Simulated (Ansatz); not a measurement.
Clean, relaxed (111) surface of W, space group Fm-3m (No. 225) (top face towards +c; atoms held fixed, by place in the list: 1, 2):

```xyz
4
Lattice="2.8406 0.0000 0.0000 -1.4203 2.4600 0.0000 0.0000 0.0000 23.9579" Properties=species:S:1:pos:R:3 pbc="T T T"
W     1.4203    0.8200    8.5000
W     0.0000    1.6400   10.8193
W     0.0000    0.0000   13.1623
W     1.4203    0.8200   15.4974
```

Theory: DFT r2SCAN, scalar-relativistic, plane waves, PAW in Ansatz. Cutoff 500 eV; k points 12×12×1 on the computed 4-atom cell (Γ-centred); Gaussian smearing, width 0.10 eV; no spin polarisation. A dipole correction removes the field between periodic images along c.

O (atom) is put at the top (W) at (0.67, 0.33) site, one adsorbate per 7.0 Å², and relaxed. E_ads counts from the clean slab and the free adsorbate (spin-polarised where it has unpaired electrons); negative means bound. Heights count from the highest slab atom after relaxation. Bonded neighbours lie within 1.25 times the sum of covalent radii (1.35 for H) and, on that scale, within 12 % of the closest. With the adsorbate the cell is lengthened along c to keep the vacuum.

**Question.** How strongly does it bind, and where does its anchoring atom end?

**Answer.** -5.41 eV; at (0.67, 0.33), 1 bonded neighbour (W).

**Question.** How high does its anchoring atom sit over the highest slab atom, and what is the shortest contact with the surface?

**Answer.** 1.68 Å; O–W 1.68 Å.

**Question.** The clean face has a work function of 5.16 eV. How does the adsorbate change it?

**Answer.** By +3.03 eV.

Each end is the local minimum or symmetric point that its start leads to. This isn't the usual crystal structure of W. The slab is only 7.0 Å thick, so the energies aren't converged with thickness.

For at least one of the starts the bottom face's work function also shifts by over 0.1 eV: the slab is too thin to screen the adsorbate, so the work functions aren't converged with thickness.

Spin polarisation was left out, and a magnetic state may lie lower.